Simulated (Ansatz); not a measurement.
**MgRh: zone-centre modes under pressure**

MgRh, Pm-3m, a = 3.050 Å. The structure is a COD entry; whether it is the stable form wasn't checked. Ansatz: LDA, PAW, 420 eV, Γ-centred 14×14×14 mesh on 2 atoms, Fermi-Dirac smearing 0.15 eV; no spin polarisation. Cell and atoms are relaxed at each pressure with the symmetry kept; optical modes at Γ by linear response, in cm⁻¹, the highest.

| P (GPa) | V (Å³/atom) | ω1 |
| --- | --- | --- |
| 0 | 14.182 | 293.1 |
| 8 | 13.471 | 319.1 |
| 25 | 12.408 | ? |

Get the mode's Grüneisen parameter γ = −d ln ω/d ln V from the other rows and predict the missing frequency.

ln(V/V0) = 0.0000, -0.0514, -0.1336; a line through ln(ω/ω0) of the 2 known rows gives ω1: γ = 1.654, predicted 365.6, computed 362.2. The miss is 0.9 %, or 5 % of the shift under pressure, so a constant γ serves at that level. In a metal these frequencies hang on the mesh and smearing.